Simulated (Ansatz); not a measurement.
The calculation used DFT PBE, scalar-relativistic, plane waves, PAW in Ansatz. All cells share a 420 eV cutoff and Γ-centred k meshes spaced at most about 0.3 Å⁻¹ (about 0.25 or finer for metals, 2π included). No spin polarisation in the final relaxations.

All energies are static (0 K, no zero-point motion). All come from trial cells, and lower structures may exist.

Task: Order these relaxed structures of Si3Bi by energy, lowest first, with the energy over the lowest of them.
A.

```cif
data_structure
_symmetry_space_group_name_H-M 'Im-3m'
_symmetry_Int_Tables_number 229
_cell_length_a 5.5301
_cell_length_b 5.5301
_cell_length_c 5.5301
_cell_angle_alpha 90.000
_cell_angle_beta 90.000
_cell_angle_gamma 90.000
_cell_volume 169.12
loop_
_atom_site_label
_atom_site_type_symbol
_atom_site_symmetry_multiplicity
_atom_site_Wyckoff_symbol
_atom_site_fract_x
_atom_site_fract_y
_atom_site_fract_z
_atom_site_occupancy
Si1 Si 6 b 0.50000 0.00000 0.00000 1
Bi1 Bi 2 a 0.00000 0.00000 0.00000 1
```

B.

```cif
data_structure
_symmetry_space_group_name_H-M 'P4/mmm'
_symmetry_Int_Tables_number 123
_cell_length_a 3.2448
_cell_length_b 3.2448
_cell_length_c 7.4406
_cell_angle_alpha 90.000
_cell_angle_beta 90.000
_cell_angle_gamma 90.000
_cell_volume 78.34
loop_
_atom_site_label
_atom_site_type_symbol
_atom_site_symmetry_multiplicity
_atom_site_Wyckoff_symbol
_atom_site_fract_x
_atom_site_fract_y
_atom_site_fract_z
_atom_site_occupancy
Si1 Si 2 h 0.50000 0.50000 0.67166 1
Si2 Si 1 b 0.00000 0.00000 0.50000 1
Bi1 Bi 1 a 0.00000 0.00000 0.00000 1
```

C.

```cif
data_structure
_symmetry_space_group_name_H-M 'Fm-3m'
_symmetry_Int_Tables_number 225
_cell_length_a 6.8268
_cell_length_b 6.8268
_cell_length_c 6.8268
_cell_angle_alpha 90.000
_cell_angle_beta 90.000
_cell_angle_gamma 90.000
_cell_volume 318.17
loop_
_atom_site_label
_atom_site_type_symbol
_atom_site_symmetry_multiplicity
_atom_site_Wyckoff_symbol
_atom_site_fract_x
_atom_site_fract_y
_atom_site_fract_z
_atom_site_occupancy
Si1 Si 8 c 0.25000 0.75000 0.75000 1
Si2 Si 4 b 0.50000 0.00000 0.00000 1
Bi1 Bi 4 a 0.00000 0.00000 0.00000 1
```

D.

```cif
data_structure
_symmetry_space_group_name_H-M 'Pm-3m'
_symmetry_Int_Tables_number 221
_cell_length_a 4.3236
_cell_length_b 4.3236
_cell_length_c 4.3236
_cell_angle_alpha 90.000
_cell_angle_beta 90.000
_cell_angle_gamma 90.000
_cell_volume 80.82
loop_
_atom_site_label
_atom_site_type_symbol
_atom_site_symmetry_multiplicity
_atom_site_Wyckoff_symbol
_atom_site_fract_x
_atom_site_fract_y
_atom_site_fract_z
_atom_site_occupancy
Si1 Si 3 c 0.00000 0.50000 0.50000 1
Bi1 Bi 1 a 0.00000 0.00000 0.00000 1
```

Result: B (0 meV/atom), A (89 meV/atom), C (235 meV/atom), D (259 meV/atom). Forms: B P4/mmm; A Im-3m; C BiF3 (D0_3) type, Fm-3m; D Cu3Au (L1_2) type, Pm-3m. Counting Si atoms around Bi (those within 1.25 times the shortest such distance or 1.15 times the sum of covalent radii, 1.27 where that leaves under three; a plus sign parts nearer from farther groups; the shortest distance is added where it exceeds 1.18 times the sum of covalent radii): B has Bi 8+2 from 3.4 Å; A has Bi 6; C has Bi 8+6; D has Bi 12 from 3.1 Å. Even the lowest lies +0.50 eV/atom against the elements.

Spin–orbit coupling, which can matter for Bi, is left out. A magnetic state wasn't ruled out in cells without spin, among them P4/mmm, Im-3m, Fm-3m, Pm-3m. Cells relaxed within their symmetry can be saddle points. Some structure types and database cells were kept out of the candidates from the start, so a known form may be missing.
